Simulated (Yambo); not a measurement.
Yambo run on LaCN₂Cl (space group P2_1/m, No. 11). The wavefunctions are PBEsol (Quantum ESPRESSO, PseudoDojo norm-conserving, 110 Ry, scalar-relativistic) ones on a 2×4×2 mesh (32 occupied bands); a = 5.364 Å, b = 4.038 Å, c = 7.630 Å, α = 90.00°, β = 100.34°, γ = 90.00°.

Yambo input:

```
rim_cut
HF_and_locXC
RandQpts= 1000000
RandGvec= 1 Ry
EXXRLvcs= 110 Ry
VXCRLvcs= 440 Ry
% QPkrange
 1 | 1 | 32 | 33 |
 2 | 2 | 32 | 33 |
 6 | 6 | 32 | 33 |
 7 | 7 | 32 | 33 |
 8 | 8 | 32 | 33 |
 11 | 11 | 32 | 33 |
 12 | 12 | 32 | 33 |
%
```

k points by index: 1 = Γ, 2 = (0, 0, -0.5), 6 = (0, -0.5, -0.5), 7 = (-0.5, 0, 0), 8 = (-0.5, 0, -0.5), 11 = (-0.5, -0.5, 0), 12 = (-0.5, -0.5, -0.5).

Table of the .hf output:

```
#    K-point    Band    Eo [eV]    Ehf [eV]    Vxc [eV]    Vnlxc [eV]
#
    1    32    -0.369525    -3.442402    -15.77538    -18.84826
    1    33    3.214468    11.33689    -13.11618    -4.993753
    2    32    -0.418910    -3.618115    -15.75694    -18.95615
    2    33    3.311173    12.20422    -13.57945    -4.686405
    6    32    -0.449248    -3.675363    -15.80578    -19.03189
    6    33    3.448757    14.88541    -15.52310    -4.086446
    7    32    0.000000    -3.084994    -16.18938    -19.27437
    7    33    3.424051    13.76570    -14.74845    -4.406803
    8    32    -0.013454    -2.961461    -16.53338    -19.48139
    8    33    3.487467    13.17699    -14.29332    -4.603788
    11    32    -0.302946    -3.479232    -15.90089    -19.07718
    11    33    3.501148    15.48813    -15.67529    -3.688314
    12    32    -0.348923    -3.506856    -15.92744    -19.08537
    12    33    3.533889    15.66188    -15.75701    -3.629018
```
Exchange alone, without screening.

Geometry of the Materials Project entry, not relaxed at this level.
